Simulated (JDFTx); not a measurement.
System: trifluoroacetic acid, C2HF3O2 (SMILES O=C(O)C(F)(F)F), charge 0, multiplicity 1; geometry: optimised with GFN2-xTB in vacuum (one conformer, no frequencies checked; largest PBE force component 1.6 eV/Å). Coordinates in Å:
```xyz
8

O     -1.077    -1.014    -0.024
C     -0.297     0.046    -0.025
O     -0.637     1.187    -0.024
C      1.195    -0.409    -0.024
F      1.461    -1.187    -1.077
F      2.021     0.632    -0.067
F      1.478    -1.112     1.077
H     -2.021    -0.776    -0.023
```

All numbers are PBE, GBRV ultrasoft potentials, plane waves to 20/100 Ha results from JDFTx (a modified build), not measurements. Liquid: CANDLE, water, 1 M NaF. The liquid run sits in a periodic box with 3.75 Å from the outermost atoms to the faces; the vacuum run is isolated. The box matters at about 0.01 eV. ΔG_solv is the difference of the two single-point energies, liquid minus vacuum; no corrections are added.

This is the neutral, undissociated acid.

### Question
What does the calculation give for the solvation energy, its fluid terms and the levels?

### Answer
| Property | Result |
|---|---|
| solvation energy | -22.2 kJ/mol |
| part: cavitation term of the fluid | 48 kJ/mol |
| part: dispersion term of the fluid | -35 kJ/mol |
| part: electrostatic term of the fluid | -44 kJ/mol |
| part: distortion of the solute's electrons | 9.4 kJ/mol |
| dipole moment in vacuum | 2.44 D |
| dipole moment in the liquid | 3.38 D |
| highest occupied level in vacuum (zero: vacuum level) | -7.54 eV |
| highest occupied level in the liquid (zero: bulk electrolyte) | -7.38 eV |
